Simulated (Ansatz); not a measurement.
# K (Fm-3m): from strained cells to moduli

```
K
1.0
     0.00000    3.18038    3.18038
     3.18038    0.00000    3.18038
     3.18038    3.18038    0.00000
K
1
Direct
  0.00000 0.00000 0.00000
```

Computed, not measured; unless marked otherwise by LDA, all-electron LAPW in Ansatz 0.2.0, scalar-relativistic. k mesh 18×18×18, strains of ±0.005, Fermi-Dirac smearing of 0.080 eV, basis error target 0.5 meV/atom. The cell was relaxed by PAW under this functional, which moved its volume by +100 % from the database entry's. The structure is one entry of a database and needn't be the stable phase.

The cell is cubic and carries a residual pressure of 0.00 GPa at this level. Each strain component that symmetry leaves independent is applied at ±0.005 and ±0.01, the ions relax wherever a strain frees them, and the stress (tension positive, GPa) is read. Shears are engineering strains, γ = 2ε.

```json
{"strain": "xx", "size": "-0.01", "σxx": "-0.0549", "σyy": "-0.0465", "σzz": "-0.0465", "σyz": "0.0000", "σxz": "0.0000", "σxy": "0.0000"}
{"strain": "xx", "size": "-0.005", "σxx": "-0.0292", "σyy": "-0.0248", "σzz": "-0.0248", "σyz": "0.0000", "σxz": "0.0000", "σxy": "0.0000"}
{"strain": "xx", "size": "+0.005", "σxx": "0.0212", "σyy": "0.0166", "σzz": "0.0166", "σyz": "0.0000", "σxz": "0.0000", "σxy": "0.0000"}
{"strain": "xx", "size": "+0.01", "σxx": "0.0460", "σyy": "0.0364", "σzz": "0.0364", "σyz": "0.0000", "σxz": "0.0000", "σxy": "0.0000"}
{"strain": "yz", "size": "-0.01", "σxx": "-0.0036", "σyy": "-0.0043", "σzz": "-0.0043", "σyz": "-0.0307", "σxz": "0.0000", "σxy": "0.0000"}
{"strain": "yz", "size": "-0.005", "σxx": "-0.0037", "σyy": "-0.0039", "σzz": "-0.0039", "σyz": "-0.0153", "σxz": "0.0000", "σxy": "0.0000"}
{"strain": "yz", "size": "+0.005", "σxx": "-0.0037", "σyy": "-0.0039", "σzz": "-0.0039", "σyz": "0.0153", "σxz": "0.0000", "σxy": "0.0000"}
{"strain": "yz", "size": "+0.01", "σxx": "-0.0036", "σyy": "-0.0043", "σzz": "-0.0043", "σyz": "0.0307", "σxz": "0.0000", "σxy": "0.0000"}
```

The slope is [8(σ(+δ) − σ(−δ)) − (σ(+2δ) − σ(−2δ))]/(12δ), and the program imposes the crystal's symmetry on the matrix.

Question: What are the independent elastic constants?

Answer: C11 = 5.0, C12 = 4.1, C44 = 3.1 GPa.

Question: Do they meet the Born conditions?

Answer: C11 − C12 = 0.9, C11 + 2C12 = 13.3 and C44 = 3.1 GPa must all be positive, so the crystal is elastically stable; that says nothing yet of its phonons.

Question: What moduli does a random aggregate of grains have?

Answer: B = (C11 + 2C12)/3 = 4.4 GPa. G_V = (C11 − C12 + 3C44)/5 = 2.0 and G_R = 5(C11 − C12)C44/(4C44 + 3(C11 − C12)) = 0.9, so G_H = 1.5 GPa. Then E = 9BG/(3B + G) = 4.0 GPa, ν = (3B − 2G)/(6B + 2G) = 0.351 and B/G = 3.02, on the ductile side of Pugh's 1.75 (a rule of thumb).

Question: With the density of 1.009 g/cm³, how fast does sound travel, and what Debye temperature follows?

Answer: 

```json
{"direction": "[100]", "slow (m/s)": "1743", "middle (m/s)": "1743", "fast (m/s)": "2235"}
{"direction": "[110]", "slow (m/s)": "667", "middle (m/s)": "1743", "fast (m/s)": "2754"}
{"direction": "[111]", "slow (m/s)": "1144", "middle (m/s)": "1144", "fast (m/s)": "2907"}
```

The mean of v⁻³ over directions and branches gives v_m = 1278 m/s and θ_D = (ħ/k_B) v_m (6π²n)^(1/3) = 95 K, n being atoms per volume. Young's modulus spans 1 to 7 GPa over directions, and the universal anisotropy index is 5.96.

Question: How far do the constants move if PAW replaces LAPW in the same cell?

Answer: 

```
constant  LAPW (GPa)  PAW (GPa)  difference
     C11         5.0        5.0         0.0
     C12         4.1        4.1         0.0
     C44         3.1        3.1         0.0
```

Known limits: responses of metals move with mesh and smearing; the frozen-core PAW files of the compared runs were fitted under PBE, their cores solved anew for this functional.
